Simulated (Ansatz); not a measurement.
Beta-gallia alloy of Ga2O3 and Al2O3 (24 of 64 Ga sites exchanged), 160 atoms

Ansatz, PAW, plane waves. PBEsol relaxation of cell lengths and atoms (angles held) at the single k point (½, ½, ½); single points on the relaxed atoms at the Γ point alone, onto which points of the small cell's zone fold. Arrangement: quasirandom. No spin–orbit coupling unless named.

Relaxed cell: a = 12.127 Å, b = 11.992 Å, c = 11.480 Å, α = 90.00°, β = 103.85°, γ = 90.00°.

Mean bond lengths: Al–O 1.868 Å; Ga–O 1.940 Å.

Problem. What gap lies between the top filled and the lowest empty level in the single points?

Solution. HSE06 4.83 eV (75 s on NVIDIA GB200).
